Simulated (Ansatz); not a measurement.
NbCd3:
```
NbCd3
1.0
    4.27187     0.00000     0.00000
    0.00000     4.27187     0.00000
    0.00000     0.00000     4.27187
Cd Nb
3 1
Cartesian
  0.00000   2.13593   2.13593
  2.13593   0.00000   2.13593
  2.13593   2.13593   0.00000
  0.00000   0.00000   0.00000
```

Relaxed with r²SCAN. Special points in fractions of this cell's reciprocal vectors: Γ (0.000, 0.000, 0.000); X (0.000, 0.500, 0.000); M (0.500, 0.500, 0.000); R (0.500, 0.500, 0.500).

List the band energies nearest the Fermi level at these points for r²SCAN (plane waves, PAW; program Ansatz).

In eV from the Fermi level; about four levels below and three above (degenerate sets whole), none deeper than 8.9 eV; points with the same levels are listed once.

```csv
k,below,above
Γ,-7.93 -7.93 -7.93 -0.88 -0.88,0.25 0.25 0.25
X,-6.01 -0.88 -0.88 -0.71,1.18 1.24 3.40
M,-3.28 -3.28 -3.19 -0.31 -0.31,1.36 1.98 2.29
R,-2.14 -1.28 -1.28 -1.28,1.74 1.74 3.84
```

Space group Pm-3m (Cu3Au type). The workflow started from an entry of the Crystallography Open Database (COD). Its standing as an ambient phase is unchecked. The cell was relaxed with r²SCAN under the symmetry of its start; whether a distortion lowers the energy is not shown. No spin polarisation was allowed. Spin–orbit coupling is left out wherever it is not named.

Potentials: the later of the program's two PAW sets.
